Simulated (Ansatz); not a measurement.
BaCuSF:
```yaml
crystal:
  lattice:
    - [4.09288, 0.00000, 0.00000]
    - [0.00000, 4.09288, 0.00000]
    - [0.00000, 0.00000, 9.06911]
  atoms:
    - { symbol: Ba, position: [0.00000, 0.50000, 0.82094] }
    - { symbol: Ba, position: [0.50000, 0.00000, 0.17906] }
    - { symbol: Cu, position: [0.50000, 0.50000, 0.50000] }
    - { symbol: Cu, position: [0.00000, 0.00000, 0.50000] }
    - { symbol: S, position: [0.00000, 0.50000, 0.35676] }
    - { symbol: S, position: [0.50000, 0.00000, 0.64324] }
    - { symbol: F, position: [0.50000, 0.50000, 0.00000] }
    - { symbol: F, position: [0.00000, 0.00000, 0.00000] }
```

x, y and z are the axes in which the lattice vectors are written.

Task: Give the high-frequency dielectric tensor and the Born effective charge tensors of the independent atoms from DFPT, the program Ansatz at the r²SCAN level (PAW).

Result: 
ε∞:
```
5.56  0.00  0.00
0.00  5.56  0.00
0.00  0.00  4.08
```
Z* of atom 1 (Ba), rows: field, columns: displacement, in e:
```
2.69  0.00  0.00
0.00  2.69  0.00
0.00  0.00  3.47
```
Z* of atom 3 (Cu), rows: field, columns: displacement, in e:
```
1.09  0.00  0.00
0.00  1.09  0.00
0.00  0.00  0.20
```
Z* of atom 5 (S), rows: field, columns: displacement, in e:
```
-2.42   0.00   0.00
 0.00  -2.42   0.00
 0.00   0.00  -1.34
```
Z* of atom 7 (F), rows: field, columns: displacement, in e:
```
-1.36   0.00   0.00
 0.00  -1.36   0.00
 0.00   0.00  -2.34
```

Static charges for comparison (Bader): Ba1 +1.57, Cu3 +0.44, S5 -1.16, F7 -0.85 e. Born charges measure polarisation by displacement and can exceed these by far.

Space group P4/nmm. The workflow started from a Materials Project entry (that database holds measured and hypothetical structures alike); the Crystallography Open Database copy checked does not list it. Whether it is the stable phase at ambient conditions was not checked. Symmetry was held in the r²SCAN relaxation; its stability against distortions is not shown here. The run is not spin-polarised. No Hubbard U is applied. Spin–orbit coupling is left out wherever it is not named.

Potentials: the earlier of the program's two PAW sets.
